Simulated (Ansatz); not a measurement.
Ionic part of the dielectric constant of AlN at 2 GPa, mode by mode

Theory: Ansatz 0.2.0, DFT LDA, scalar-relativistic, plane waves, PAW. Plane waves to 420 eV; Γ-centred k mesh 10×10×10; fixed occupations. No spin polarisation. Phonons by linear response, acoustic sum rule imposed.

Symmetry: F-43m, No. 216, cubic system. Conventional cell: a = 4.329 Å, b = 4.329 Å, c = 4.329 Å, α = 90.00°, β = 90.00°, γ = 90.00°. Around Al (site symmetry -43m) lie 4 N at 1.87 Å. Around N (site symmetry -43m) lie 4 Al at 1.87 Å.

The primitive cell has V = 20.28 Å³ and ε∞,xx = 4.523. Each polar mode adds Δε = (4.92064×10⁷/V)·S/ν² along x, with S its oscillator strength in e²/amu, ν in cm⁻¹ and V in Å³.

Question: From these modes, find each Δε and ε0,xx.
```tsv
ν (cm⁻¹)	S_xx (e²/amu)
673.1	0.7018
```

Answer:
```tsv
ν (cm⁻¹)	Δε
673.1	3.76
```

The sum is 3.759, so ε0,xx = 8.28; the run's tensor has 8.28.

Question: Where do the longitudinal modes lie for a wave vector along x?

Answer: At 911 cm⁻¹. The Lyddane–Sachs–Teller product Π(ν_LO/ν_TO)² = 1.83 matches ε0/ε∞ = 1.83.

This zinc-blende form isn't the usual stable structure of the compound at low pressure.

Cost: 1 run of about 0.2 core-minutes, on Intel Xeon 6975P-C (Granite Rapids) (shared hosts).